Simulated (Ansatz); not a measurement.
A relaxation computed with Ansatz, from input to last step.

```yaml
crystal:
  lattice:
    - [-4.5429978349, 4.5429978349, 4.5429978349]
    - [4.5429978349, -4.5429978349, 4.5429978349]
    - [4.5429978349, 4.5429978349, -4.5429978349]
  atoms:
    - { symbol: Si, position: [0.5, 0.25, 0.75] }
    - { symbol: Si, position: [0.5, 0.75, 0.25] }
    - { symbol: Si, position: [0.25, 0.75, 0.5] }
    - { symbol: Si, position: [0.75, 0.25, 0.5] }
    - { symbol: Si, position: [0.25, 0.5, 0.75] }
    - { symbol: Si, position: [0.75, 0.5, 0.25] }
    - { symbol: O, position: [0.3535860942, 0.0, 0.6464139058] }
    - { symbol: O, position: [0.6464139058, 0.6464139058, 0.2928278116] }
    - { symbol: O, position: [0.3535860942, 0.6464139058, 0.0] }
    - { symbol: O, position: [0.3535860942, 0.7071721884, 0.3535860942] }
    - { symbol: O, position: [0.6464139058, 0.2928278116, 0.6464139058] }
    - { symbol: O, position: [0.0, 0.3535860942, 0.6464139058] }
    - { symbol: O, position: [0.7071721884, 0.3535860942, 0.3535860942] }
    - { symbol: O, position: [0.6464139058, 0.3535860942, 0.0] }
    - { symbol: O, position: [0.0, 0.6464139058, 0.3535860942] }
    - { symbol: O, position: [0.2928278116, 0.6464139058, 0.6464139058] }
    - { symbol: O, position: [0.3535860942, 0.3535860942, 0.7071721884] }
    - { symbol: O, position: [0.6464139058, 0.0, 0.3535860942] }
basis:
  ecutwfc: 420
kpoints:
  mp_grid: { grid: [4, 4, 4] }
hamiltonian:
  xc: lda
scf:
  occupations: { method: gaussian, width: 0.02 }
output:
  forces: true
  stress: true
  eigenvalues: true
  write_density: true
  write_potential: true
  elf: true
  volumetric_format: npy
relax:
  adjacent_minimum: "off"
  f_tol: 0.01
  max_steps: 30
```

```bash
ansatz run input.yaml --threads 4 --pin off --max-ram 10240MiB --backend cpu --events-out ev --progress --plain --runs-dir out
```

Method: DFT LDA, scalar-relativistic, plane waves, PAW in Ansatz.

The volume is held at 1.06 times that of the relaxed cell.

Of 4 frames 3 are shown, positions in Å and forces in eV/Å; the SCF threshold varies from step to step.

```xyz
18
Lattice="-4.5430 4.5430 4.5430 4.5430 -4.5430 4.5430 4.5430 4.5430 -4.5430" Properties=species:S:1:pos:R:3:forces:R:3 pbc="T T T" step=1 free_energy_over_end_meV_per_atom=0.76
Si    2.2715    4.5430    0.0000    0.0000    0.0000    0.0000
Si    2.2715    0.0000    4.5430    0.0000    0.0000    0.0000
Si    4.5430    0.0000    2.2715    0.0000    0.0000    0.0000
Si    0.0000    4.5430    2.2715    0.0000    0.0000    0.0000
Si    4.5430    2.2715    0.0000    0.0000    0.0000    0.0000
Si    0.0000    2.2715    4.5430    0.0000    0.0000    0.0000
O     1.3303    4.5430   -1.3303   -0.1101    0.0000    0.1101
O     1.3303    1.3303    4.5430   -0.1101   -0.1101    0.0000
O     1.3303   -1.3303    4.5430   -0.1101    0.1101    0.0000
O     3.2127    0.0000    3.2127    0.1101    0.0000    0.1101
O     1.3303    4.5430    1.3303   -0.1101    0.0000   -0.1101
O     4.5430    1.3303   -1.3303    0.0000   -0.1101    0.1101
O     0.0000    3.2127    3.2127    0.0000    0.1101    0.1101
O    -1.3303    1.3303    4.5430    0.1101   -0.1101    0.0000
O     4.5430   -1.3303    1.3303    0.0000    0.1101   -0.1101
O     4.5430    1.3303    1.3303    0.0000   -0.1101   -0.1101
O     3.2127    3.2127    0.0000    0.1101    0.1101    0.0000
O    -1.3303    4.5430    1.3303    0.1101    0.0000   -0.1101
18
Lattice="-4.5430 4.5430 4.5430 4.5430 -4.5430 4.5430 4.5430 4.5430 -4.5430" Properties=species:S:1:pos:R:3:forces:R:3 pbc="T T T" step=2 free_energy_over_end_meV_per_atom=0.49
Si    2.2715    4.5430    0.0000    0.0000    0.0000    0.0000
Si    2.2715    0.0000    4.5430    0.0000    0.0000    0.0000
Si    4.5430    0.0000    2.2715    0.0000    0.0000    0.0000
Si    0.0000    4.5430    2.2715    0.0000    0.0000    0.0000
Si    4.5430    2.2715    0.0000    0.0000    0.0000    0.0000
Si    0.0000    2.2715    4.5430    0.0000    0.0000    0.0000
O     1.3283    4.5430   -1.3283   -0.0885    0.0000    0.0885
O     1.3283    1.3283    4.5430   -0.0885   -0.0885    0.0000
O     1.3283   -1.3283    4.5430   -0.0885    0.0885    0.0000
O     3.2147    0.0000    3.2147    0.0885    0.0000    0.0885
O     1.3283    4.5430    1.3283   -0.0885    0.0000   -0.0885
O     4.5430    1.3283   -1.3283    0.0000   -0.0885    0.0885
O     0.0000    3.2147    3.2147    0.0000    0.0885    0.0885
O    -1.3283    1.3283    4.5430    0.0885   -0.0885    0.0000
O     4.5430   -1.3283    1.3283    0.0000    0.0885   -0.0885
O     4.5430    1.3283    1.3283    0.0000   -0.0885   -0.0885
O     3.2147    3.2147    0.0000    0.0885    0.0885    0.0000
O    -1.3283    4.5430    1.3283    0.0885    0.0000   -0.0885
18
Lattice="-4.5430 4.5430 4.5430 4.5430 -4.5430 4.5430 4.5430 4.5430 -4.5430" Properties=species:S:1:pos:R:3:forces:R:3 pbc="T T T" step=4 free_energy_over_end_meV_per_atom=0.00
Si    2.2715    4.5430    0.0000    0.0000    0.0000    0.0000
Si    2.2715    0.0000    4.5430    0.0000    0.0000    0.0000
Si    4.5430    0.0000    2.2715    0.0000    0.0000    0.0000
Si    0.0000    4.5430    2.2715    0.0000    0.0000    0.0000
Si    4.5430    2.2715    0.0000    0.0000    0.0000    0.0000
Si    0.0000    2.2715    4.5430    0.0000    0.0000    0.0000
O     1.3200    4.5430   -1.3200   -0.0001    0.0000    0.0001
O     1.3200    1.3200    4.5430   -0.0001   -0.0001    0.0000
O     1.3200   -1.3200    4.5430   -0.0001    0.0001    0.0000
O     3.2230    0.0000    3.2230    0.0001    0.0000    0.0001
O     1.3200    4.5430    1.3200   -0.0001    0.0000   -0.0001
O     4.5430    1.3200   -1.3200    0.0000   -0.0001    0.0001
O     0.0000    3.2230    3.2230    0.0000    0.0001    0.0001
O    -1.3200    1.3200    4.5430    0.0001   -0.0001    0.0000
O     4.5430   -1.3200    1.3200    0.0000    0.0001   -0.0001
O     4.5430    1.3200    1.3200    0.0000   -0.0001   -0.0001
O     3.2230    3.2230    0.0000    0.0001    0.0001    0.0000
O    -1.3200    4.5430    1.3200    0.0001    0.0000   -0.0001
```

Time: 12 s on 4 threads of Oxide Virtual Turin-like Processor (Zen 5), on a shared host, peak memory 0.94 GiB.